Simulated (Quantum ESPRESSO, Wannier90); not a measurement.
**Wannierisation of SrO (rock salt)**

```xyz
2
Lattice="0.0000 2.5838 2.5838 2.5838 0.0000 2.5838 2.5838 2.5838 0.0000" Properties=species:S:1:pos:R:3 pbc="T T T"
Sr     2.5838     2.5838     2.5838
O      0.0000     0.0000     0.0000
```

Cell from Materials Project (mp-2472), symmetrised, no further relaxation. COD (Crystallography Open Database) has an entry of this formula and space group (matched by these alone). Level: PBEsol, no spin polarisation, no spin-orbit coupling; pw.x of Quantum ESPRESSO at 68 Ry with PseudoDojo potentials, 10×10×10 k-points, Wannier90. Density: 10×10×10 mesh, cold smearing 0.01 Ry.

A tight-binding model is made by disentanglement and projection with no localisation steps (num_iter = 0), so the 9 orbitals stay atom-like: hydrogen-like Sr: s;d; O: p, axes along x, y, z; frozen window up to 4.73 eV relative to the valence-band maximum. It follows pw.x to 13 meV rms for states up to 4.2 eV relative to the valence-band maximum. Matrix elements depend on this choice of orbitals and windows.

The 30 largest hoppings ⟨m,0|H|n,R⟩ between different sites (one of each Hermitian pair; signs follow the real orbitals' lobes; the list may end inside a set of equal values):

| m | n | R | distance of the centres (Å) | t (eV) |
|---|---|---|---|---|
| Sr1 dz2 | O2 pz | 0 0 1 | 2.58 | -1.480 |
| Sr1 dz2 | O2 pz | 1 1 0 | 2.58 | 1.480 |
| Sr1 dx2-y2 | O2 py | 0 1 0 | 2.58 | 1.282 |
| Sr1 dx2-y2 | O2 py | 1 0 1 | 2.58 | -1.282 |
| Sr1 dx2-y2 | O2 px | 0 1 1 | 2.58 | 1.282 |
| Sr1 dx2-y2 | O2 px | 1 0 0 | 2.58 | -1.282 |
| Sr1 dxy | Sr1 dxy | 0 0 1 | 3.65 | -0.827 |
| Sr1 dxy | Sr1 dxy | 1 -1 0 | 3.65 | -0.827 |
| Sr1 dyz | Sr1 dyz | 0 1 -1 | 3.65 | -0.826 |
| Sr1 dyz | Sr1 dyz | 1 0 0 | 3.65 | -0.826 |
| Sr1 dxz | Sr1 dxz | 1 0 -1 | 3.65 | -0.826 |
| Sr1 dxz | Sr1 dxz | 0 1 0 | 3.65 | -0.825 |
| Sr1 dz2 | O2 py | 1 0 1 | 2.58 | -0.740 |
| Sr1 dz2 | O2 py | 0 1 0 | 2.58 | 0.740 |
| Sr1 dz2 | O2 px | 1 0 0 | 2.58 | 0.740 |
| Sr1 dz2 | O2 px | 0 1 1 | 2.58 | -0.740 |
| Sr1 s | O2 py | 0 1 0 | 2.58 | -0.655 |
| Sr1 s | O2 py | 1 0 1 | 2.58 | 0.655 |
| Sr1 s | O2 px | 1 0 0 | 2.58 | -0.655 |
| Sr1 s | O2 px | 0 1 1 | 2.58 | 0.655 |
| Sr1 s | O2 pz | 1 1 0 | 2.58 | 0.655 |
| Sr1 s | O2 pz | 0 0 1 | 2.58 | -0.655 |
| Sr1 dxz | O2 px | 1 1 0 | 2.58 | -0.638 |
| Sr1 dyz | O2 py | 0 0 1 | 2.58 | 0.638 |
| Sr1 dxz | O2 pz | 0 1 1 | 2.58 | -0.638 |
| Sr1 dxz | O2 px | 0 0 1 | 2.58 | 0.637 |
| Sr1 dyz | O2 py | 1 1 0 | 2.58 | -0.637 |
| Sr1 dxy | O2 py | 1 0 0 | 2.58 | 0.637 |
| Sr1 dyz | O2 pz | 1 0 1 | 2.58 | -0.637 |
| Sr1 dxy | O2 px | 0 1 0 | 2.58 | 0.637 |
